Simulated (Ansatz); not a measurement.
AlAs (zinc blende)

```xyz
2
Lattice="0.0000 2.8373 2.8373 2.8373 0.0000 2.8373 2.8373 2.8373 0.0000" Properties=species:S:1:pos:R:3 pbc="T T T"
As     4.2560     4.2560     4.2560
Al     0.0000     0.0000     0.0000
```

The slice is a {100} plane (indices of the conventional cell) through the point (0.750, 0.750, 0.750) (fractional), spanned by u = [100] and v = [0 1 -1] in vectors of this cell: u (4.01 Å) and v (4.01 Å, at 90° to u). It covers one period; positions are fractions (u, v).

Method: PBEsol (plane waves to 420 eV, PAW, scalar-relativistic; Ansatz, a program for electronic structure). k mesh 10×10×10. Near the nuclei the fields are pseudised (PAW); where an atom keeps semicore shells as valence, they peak there. AlAs was relaxed with its symmetry unable to fall.

Question: Predict the map of the electrostatic potential energy of an electron, from the cell's mean on the slice.

Answer: 
```
|xxxxxxxx .=***#*******=. xxxxxxx|
|xxxxxxxx :+**#######**+: xxxxxxx|
|xxxxxxxx -+*#########*+- xxxxxxx|
|xxxxxxx .=*###########*=. xxxxxx|
|xxxxxxx -+##%%%%%%%%%##+- xxxxxx|
|xxxxxx :+*#%%%%%%%%%%%#*+: xxxxx|
|xxxx  :+*#%%%%%%%%%%%%%#*+:  xxx|
|    .-+*#%%%@@@@@@@@@%%%#*+-.   |
|..:-=+*#%%@@@@@@@@@@@@@%%#*+=-:.|
|==++*##%%@@@@@@@@@@@@@@@%%##*++=|
|+***##%%%@@@@@@@@@@@@@@@%%%##***|
|***##%%%@@@@@@@@@@@@@@@@@%%%##**|
|**###%%%@@@@@@@@@@@@@@@@@%%%###*|
|**###%%%@@@@@@@@@@@@@@@@@%%%###*|
|**###%%%@@@@@@@@@@@@@@@@@%%%###*|
|**###%%%@@@@@@@@@@@@@@@@@%%%###*|
|**###%%%@@@@@@@@@@@@@@@@@%%%###*|
|**###%%%@@@@@@@@@@@@@@@@@%%%###*|
|**###%%%@@@@@@@@@@@@@@@@@%%%###*|
|***##%%%@@@@@@@@@@@@@@@@@%%%##**|
|+***##%%%@@@@@@@@@@@@@@@%%%##***|
|==++*##%%@@@@@@@@@@@@@@@%%##*++=|
|..:-=+*#%%@@@@@@@@@@@@@%%#*+=-:.|
|    .-+*#%%%@@@@@@@@@%%%#*+-.   |
|xxxx  :+*#%%%%%%%%%%%%%#*+:  xxx|
|xxxxxx :+*#%%%%%%%%%%%#*+: xxxxx|
|xxxxxxx -+##%%%%%%%%%##+- xxxxxx|
|xxxxxxx .=*###########*=. xxxxxx|
|xxxxxxxx -+*#########*+- xxxxxxx|
|xxxxxxxx :+**#######**+: xxxxxxx|
|xxxxxxxx .=***#*******=. xxxxxxx|
|xxxxxxxx .=+*********+=. xxxxxxx|
```
Scale: ten equal steps from -3.00 (start of ' ') to 5.19 (end of '@'), in the order ' .:-=+*#%@'. Values: electrostatic potential energy of an electron, from the cell's mean, in eV. The map has 32 points along u (one character each, u = 0 at the left) and 32 along v (v = 0 in the bottom row). Points within 1 Å of a nucleus are blanked (x), as the pseudised field means little there. Values under -3 eV are set to -3. The zero, the cell's mean, hangs on the PAW cores.
